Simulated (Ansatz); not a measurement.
input.yaml

```yaml
crystal:
  lattice:
    - [4.10197226, 0.0, 0.0]
    - [0.0, 4.10197226, 0.0]
    - [0.0, 0.0, 4.10197226]
  atoms:
    - { symbol: K, position: [0.5, 0.5, 0.5] }
    - { symbol: Mn, position: [0.0, 0.0, 0.0], spin: 4.65 }
    - { symbol: F, position: [0.5, 0.0, 0.0] }
    - { symbol: F, position: [0.0, 0.5, 0.0] }
    - { symbol: F, position: [0.0, 0.0, 0.5] }
basis:
  ecutwfc: 500
kpoints:
  mp_grid: { grid: [6, 6, 6] }
hamiltonian:
  xc: r2scan
scf:
  occupations: { method: gaussian, width: 0.02 }
output:
  forces: true
  stress: true
  eigenvalues: true
  populations: true
magnetization:
  spin_polarized: true
```

Run as
```bash
ansatz run input.yaml --threads 2 --pin off --max-ram 5120MiB --backend cpu --events-out ev --progress --plain --runs-dir out
```

All numbers below come from Ansatz 0.2.0, DFT r2SCAN, scalar-relativistic, plane waves, PAW.

Abridged output:

```
Pseudopotentials: kind: paw
Pseudopotential: K, paw, valence charge 9, recommended cutoff 500 eV (meta_gga)
Pseudopotential: Mn, paw, valence charge 15, recommended cutoff 500 eV (meta_gga)
Pseudopotential: F, paw, valence charge 7, recommended cutoff 500 eV (meta_gga)
Functional definition: r2SCAN
Crystal: 5 atoms, lattice volume = 69.021 Å³
Basis set: ecut = 500 eV, 1743 PW (Γ), exchange–correlation on 120×120×120 points (64 copies of the dense FFT grid, shifted against one another)
Bands: 30, of which v1, the nominal top of the filled ones, is band 23 counted from 1 (22 counted from 0)
Symmetry: 48 space group operations
Space group: Pm-3m (ITA 221), of the structure as read, at distance tolerance 4.1e-5 Å
Magnetic group: BNS 221.92 (UNI 1594), of the structure as read, at distance tolerance 4.1e-5 Å
k-points: 20 of 216
Initial density: superposition of atomic densities (chi_scale 0.1, normalization cell, long waves kept (reshape's long-wave potential 0.00 eV rms))
Starting moments: Σ|m| = 4.65 μB on 1 of 5 sites
Initial wavefunctions: pseudopotential atomic-orbital guess
Functional: x = r2scan, c = r2scan; τ floored in thin density (d = 2e-4 eV/Å³)
SCF iter   1: F=—  HF=-7889.024361 eV  |F-HF|=—  |Δ(HF+E_count)|=         —  Δρ=1.30e-1 (↑1.30e-1 ↓1.13e-1) dr2=3.24e1  dr2_τ=9.81e-2  dr2_m=5.99e-1  M=5.000 μB ∫|m|=5.000 μB  β_m=1.00  ethr=3.10e-3  ⟨swp⟩=6.8  Hψ=5288  notcnv=0
Mixer restart at iter 1: flushing history
spin=Collinear: Resta preconditioning applied to the charge; magnetization (m = ρ↑ − ρ↓) channel mixes plain (no charge-response kernel on spin).
SCF iter   2: F=—  HF=-7883.056781 eV  |F-HF|=—  |Δ(HF+E_count)|=    5.97e0  Δρ=4.73e-2 (↑4.73e-2 ↓3.62e-2) dr2=5.19e0  dr2_τ=9.85e-2  dr2_m=3.73e-2  M=5.000 μB ∫|m|=5.003 μB  β_m=1.00  ethr=3.10e-3  ⟨swp⟩=3.5  Hψ=2856  notcnv=0  defer=117  κ⁻¹=1.0e0(r=1)
SCF iter   3: F=—  HF=-7881.985584 eV  |F-HF|=—  |Δ(HF+E_count)|=    1.07e0  Δρ=2.06e-2 (↑1.50e-2 ↓2.06e-2) dr2=8.92e-1  dr2_τ=6.79e-3  dr2_m=3.47e-2  M=5.000 μB ∫|m|=5.014 μB  β_m=1.00  ethr=3.10e-3  ⟨swp⟩=3.3  Hψ=2733  notcnv=0  defer=106  κ⁻¹=2.6e-2(r=2)
SCF iter   4: F=—  HF=-7881.923999 eV  |F-HF|=—  |Δ(HF+E_count)|=   6.16e-2  Δρ=1.06e-2 (↑9.41e-3 ↓1.06e-2) dr2=2.20e-1  dr2_τ=2.99e-3  dr2_m=2.25e-3  M=5.000 μB ∫|m|=5.015 μB  β_m=1.00  ethr=1.98e-3  ⟨swp⟩=2.7  Hψ=2526  notcnv=0  defer=103  κ⁻¹=1.0e-2(r=3)
SCF iter   5: F=—  HF=-7881.901427 eV  |F-HF|=—  |Δ(HF+E_count)|=         —  Δρ=6.57e-3 (↑4.72e-3 ↓6.57e-3) dr2=5.21e-2  dr2_τ=1.47e-3  dr2_m=1.88e-3  M=5.000 μB ∫|m|=5.014 μB  β_m=1.00  ethr=4.88e-4  ⟨swp⟩=3.3  Hψ=2527  notcnv=0  defer=103
Mixer restart at iter 5: flushing history
SCF iter   6: F=—  HF=-7881.912313 eV  |F-HF|=—  |Δ(HF+E_count)|=   1.09e-2  Δρ=4.16e-3 (↑3.82e-3 ↓4.16e-3) dr2=3.07e-2  dr2_τ=6.90e-4  dr2_m=4.76e-5  M=5.000 μB ∫|m|=5.014 μB  β_m=1.00  ethr=1.16e-4  ⟨swp⟩=2.1  Hψ=1447  notcnv=0  defer=100  κ⁻¹=1.0e0(r=1)
SCF iter   7: F=—  HF=-7881.923756 eV  |F-HF|=—  |Δ(HF+E_count)|=   1.14e-2  Δρ=1.36e-3 (↑1.36e-3 ↓1.21e-3) dr2=4.11e-3  dr2_τ=7.08e-5  dr2_m=4.92e-5  M=5.000 μB ∫|m|=5.013 μB  β_m=1.00  ethr=6.83e-5  ⟨swp⟩=2.4  Hψ=2320  notcnv=0  defer=100  κ⁻¹=5.3e-2(r=2)
SCF iter   8: F=—  HF=-7881.925156 eV  |F-HF|=—  |Δ(HF+E_count)|=   1.40e-3  Δρ=5.42e-4 (↑5.01e-4 ↓5.42e-4) dr2=3.60e-4  dr2_τ=1.75e-5  dr2_m=7.67e-6  M=5.000 μB ∫|m|=5.012 μB  β_m=1.00  ethr=9.13e-6  ⟨swp⟩=2.3  Hψ=2291  notcnv=0  defer=101  κ⁻¹=8.2e-3(r=3)
SCF iter   9: F=—  HF=-7881.925306 eV  |F-HF|=—  |Δ(HF+E_count)|=   1.50e-4  Δρ=3.24e-4 (↑3.23e-4 ↓3.24e-4) dr2=1.51e-4  dr2_τ=5.70e-6  dr2_m=2.05e-7  M=5.000 μB ∫|m|=5.012 μB  β_m=1.00  ethr=8.00e-7  ⟨swp⟩=2.3  Hψ=1969  notcnv=0  defer=100  κ⁻¹=9.9e-4(r=4)
SCF iter  10: F=—  HF=-7881.925557 eV  |F-HF|=—  |Δ(HF+E_count)|=   2.51e-4  Δρ=8.13e-5 (↑8.13e-5 ↓4.99e-5) dr2=5.63e-6  dr2_τ=1.80e-7  dr2_m=3.67e-7  M=5.000 μB ∫|m|=5.011 μB  β_m=1.00  ethr=3.36e-7  ⟨swp⟩=2.0  Hψ=2251  notcnv=0  defer=100  κ⁻¹=5.9e-5(r=5)
SCF iter  11: F=—  HF=-7881.925552 eV  |F-HF|=—  |Δ(HF+E_count)|=   4.34e-6  Δρ=6.78e-5 (↑6.78e-5 ↓4.76e-5) dr2=4.80e-6  dr2_τ=1.21e-7  dr2_m=1.39e-7  M=5.000 μB ∫|m|=5.011 μB  β_m=1.00  ethr=1.25e-8  ⟨swp⟩=2.0  Hψ=1377  notcnv=0  defer=96  κ⁻¹=9.9e-6(r=6)
SCF iter  12: F=—  HF=-7881.925547 eV  |F-HF|=—  |Δ(HF+E_count)|=   5.02e-6  Δρ=2.61e-5 (↑2.61e-5 ↓2.61e-5) dr2=9.85e-7  dr2_τ=3.52e-8  dr2_m=6.96e-9  M=5.000 μB ∫|m|=5.012 μB  β_m=1.00  ethr=1.07e-8  ⟨swp⟩=2.0  Hψ=1557  notcnv=0  defer=96  κ⁻¹=5.9e-6(r=7)
SCF iter  13: F=—  HF=-7881.925548 eV  |F-HF|=—  |Δ(HF+E_count)|=   2.89e-7  Δρ=9.85e-6 (↑9.85e-6 ↓7.01e-6) dr2=8.72e-8  dr2_τ=2.27e-9  dr2_m=1.02e-8  M=5.000 μB ∫|m|=5.012 μB  β_m=1.00  ethr=2.22e-10  ⟨swp⟩=8.9  Hψ=5843  notcnv=0  κ⁻¹=1.4e-6(r=8)
SCF iter  14: F=—  HF=-7881.925548 eV  |F-HF|=—  |Δ(HF+E_count)|=   1.96e-8  Δρ=5.40e-6 (↑5.40e-6 ↓3.73e-6) dr2=2.42e-8  dr2_τ=4.85e-10  dr2_m=1.45e-9  M=5.000 μB ∫|m|=5.012 μB  β_m=1.00  ethr=1.94e-10  ⟨swp⟩=4.0  Hψ=3817  notcnv=0  κ⁻¹=9.4e-8(r=8)
SCF iter  15: F=-7881.925548 eV  HF=-7881.925548 eV  |F-HF|=8.78e-9  |Δ(HF+E_count)|=   3.94e-8  Δρ=1.71e-6 (↑1.53e-6 ↓1.71e-6) dr2=2.74e-9  dr2_τ=1.15e-10  dr2_m=4.83e-11  M=5.000 μB ∫|m|=5.012 μB  ethr=5.38e-11  ⟨swp⟩=3.0  Hψ=2878  notcnv=0
SCF 1 converged in 15 iterations: F = -7881.925548 eV  dr2 = 2.74e-9
this state was not tested for a lower state beside it, because the mixer in use, unlike msr1, does not test its closes by its own steps (another_mixer; see scf.mixing.algorithm and scf.lower_state_search)
SCF converged after 15 iterations
Magnetization: 5.0000 μB (25.0000 up, 20.0000 down)
Absolute magnetization: 5.0115 μB (∫|ρ↑−ρ↓|, with the PAW one-centre terms)
Spin contamination: 0.0035 ħ² per cell (⟨S²⟩ above its minimum at these occupations)
Per-site moments (μB) at R_I (Å): [(-0.00045417, 1.19646961), (4.17598577, 0.84603177), (0.07744392, 0.84603177), (0.07744392, 0.84603177), (0.07744392, 0.84603177)]
Free energy (F): -7881.925548 eV
Harris-Foulkes:  -7881.925548 eV  (|F-HF|=8.78e-9)
Internal energy: -7881.925548 eV  (E = F + TS)
E sigma→0 (E₀):  -7881.925548 eV
Fermi energy:    9.026404 eV
--- Per-component energies (eV) ---
  E_band       = -535.856136
  E_kinetic    = 1181.036678
  E_local      = -4855.858165  (includes V_loc(G=0)·N_el)
  E_nonlocal   = 491.981815
  E_hartree    = 1929.500875
  E_xc         = -479.983047
  E_vxc        = -693.997059  (∫ρ·V_xc dr)
  E_paw        = -2718.861666  (= ΣΔE_a)
  E_vpaw       = -565.656839  (= ΣTr[D̂ρ^β])
  E_aug_tail   = 0.003209  (compensation charges beyond the density's cutoff)
  E_vtau       = 47.630377  (kinetic-family band-sum trace: ∫τ·v_τ [+ j·A + Jᵃ·Aᵃ] dr)
  E_ewald      = -3429.171845
  E_core_change = -0.573403  (= ΣΔE_core)
  E_smearing   =  0.000000  (= −TS)
--- Forces (eV/Å), atoms counted from 1 ---
  atom   1  K      0.00000000     0.00000000     0.00000000
  atom   2  Mn     0.00000000     0.00000000     0.00000000
  atom   3  F      0.00000000     0.00000000     0.00000000
  atom   4  F      0.00000000     0.00000000     0.00000000
  atom   5  F      0.00000000     0.00000000     0.00000000
--- Stress (GPa, compression-positive) ---
        5.096514       0.000000       0.000000
        0.000000       5.096514       0.000000
        0.000000       0.000000       5.096514
  P = ⅓ Tr σ = 5.0965 GPa (50.965 kbar)
--- Band table (eV; the first three rows and the last of 40) ---
  k-point 0 ↑: bands = ["-76.7771", "-44.3074", "-44.3074", "-44.3074", "-24.0048", "-18.4729", "-18.0202", "-18.0202", "-6.7221", "-6.7221", "-6.7221", "0.4145", "0.4145", "0.4145", "1.9915", "1.9915", "1.9915", "2.2189", "2.2189", "2.2189", "5.0595", "5.0595", "5.0595", "5.7821", "5.7821", "9.9797", "13.4046", "13.4046", "15.9662", "15.9662"]
  k-point 1 ↑: bands = ["-76.7771", "-44.3083", "-44.3074", "-44.3074", "-24.0003", "-18.4451", "-18.0301", "-18.0188", "-6.7241", "-6.7132", "-6.7132", "0.2190", "0.4414", "0.4414", "1.8740", "1.8740", "1.8978", "1.9425", "2.1559", "2.1559", "5.0642", "5.2319", "5.2319", "5.7834", "6.1622", "10.4550", "13.6191", "13.6500", "15.9550", "15.9550"]
  k-point 2 ↑: bands = ["-76.7771", "-44.3102", "-44.3073", "-44.3073", "-23.9914", "-18.3873", "-18.0514", "-18.0160", "-6.7279", "-6.6952", "-6.6952", "-0.1834", "0.5105", "0.5105", "1.4539", "1.6008", "1.6008", "1.8472", "2.0875", "2.0875", "5.0735", "5.5442", "5.5442", "5.7859", "6.7207", "11.6825", "13.9068", "14.0735", "15.9277", "15.9277"]
  k-point 19 ↓: bands = ["-70.2028", "-37.7921", "-37.7921", "-37.7921", "-23.9662", "-17.8763", "-17.8763", "-17.8763", "-6.8590", "-6.8590", "-6.8590", "-0.6272", "0.9184", "0.9184", "1.0261", "1.0261", "1.0261", "2.7264", "2.7264", "2.7264", "11.7180", "11.7180", "11.7180", "13.5621", "13.5621", "13.9706", "13.9706", "13.9706", "17.1021", "17.2360"]
--- Löwdin populations: 5 sites ---
  site symbol q [e]    m [muB]
     0      K      8.1670     0.0015
     1     Mn     13.5884     4.7148
     2      F      7.6982     0.0886
     3      F      7.6982     0.0886
     4      F      7.6982     0.0886
  spilling = 0.003336 (of n_electrons = 45.000000)
```

The run converged.

It took 10 s on 2 threads of Arm Neoverse V2 (shared host), peak memory 0.51 GiB.

The state reached may not be the lowest one. The cell holds one magnetic atom, so it can only be ferromagnetic; an antiferromagnetic order may lie lower.